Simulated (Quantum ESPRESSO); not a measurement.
## Ag2CuMo2Sn3 in 6 site orders

All numbers below are calculated, not measured. They come from Quantum ESPRESSO 7.5, a public plane-wave density functional program. Each row is one single-point run on a made-up periodic cell of eight metal atoms, with elements, volume, strain and displacements drawn at random and not relaxed, so a cell may be unstable or far from any real phase. There is no spin polarisation or spin-orbit coupling.

Settings: PBE unless stated; PseudoDojo standard norm-conserving files; Fermi-Dirac width 0.25 eV, which means electrons at about 2900 K; cutoff 1252 eV; 4 x 5 x 5 k mesh shifted half a step off Gamma. E is the free energy of the whole cell (internal energy minus TS), so a -TS column is already part of it. Stress is positive in tension, and the pressure P is minus a third of its trace.

Checks: one run of this series was repeated at a higher cutoff and on a denser mesh, which moved values by no more than 0.003 eV, 0.05 GPa and 0.009 eV/Å, and a second program with other atomic files agreed on it to 2 % rms in force and 0.5 GPa in pressure. Known limits: the copper pseudopotential is less sure than most, with forces differing by about three percent and pressure by about two GPa from a second method on plain copper; the tin pseudopotential is less sure than most, with forces differing by about three percent from a second method on plain tin; a spin test at this wide smearing found no moment, but such smearing suppresses magnetism that the real alloy may have.

The lattice is hexagonal close-packed, and the cell vectors in Å are (-0.077, 5.375, 0.081); (3.019, 0.029, 4.774); (3.044, -0.118, -4.790), a volume of 155.78 Å³. The runs put one composition on the same eight displaced sites in different orders. E is counted from run 1, and the rms force is over all 24 components. Nothing is relaxed, so E mixes bonding between neighbours with strain on unrelaxed sites, and it is not an ordering energy.

```
run,elements on sites 1 to 8,E (eV),-TS (eV),rms force (eV/Å),largest force (eV/Å),P (GPa)
1,Ag Ag Sn Sn Sn Mo Cu Mo,0.000,-1.370,0.638,1.66,-1.82
2,Cu Ag Mo Ag Sn Sn Mo Sn,-1.211,-1.156,0.518,1.45,-3.75
3,Cu Sn Ag Mo Mo Ag Sn Sn,-0.204,-1.315,0.477,1.40,-1.46
4,Mo Mo Sn Ag Sn Sn Ag Cu,-0.073,-1.324,0.516,1.49,-1.23
5,Ag Mo Sn Mo Sn Sn Cu Ag,0.008,-1.381,0.610,1.77,-1.62
6,Sn Mo Mo Cu Sn Ag Ag Sn,-0.770,-1.326,0.438,1.00,?
```

## Worked fit

A straight line through the runs shown gives P = -1.43 + 1.85 E GPa with E in eV, an error of 0.37 on the slope and a scatter of 0.38 GPa. At this fixed volume the orders of higher energy tend to have the higher pressure.

## Withheld value

Question: what pressure should run 6 give?

The fit gives -2.85 ± 0.45 GPa. The calculation gave -2.89 GPa.
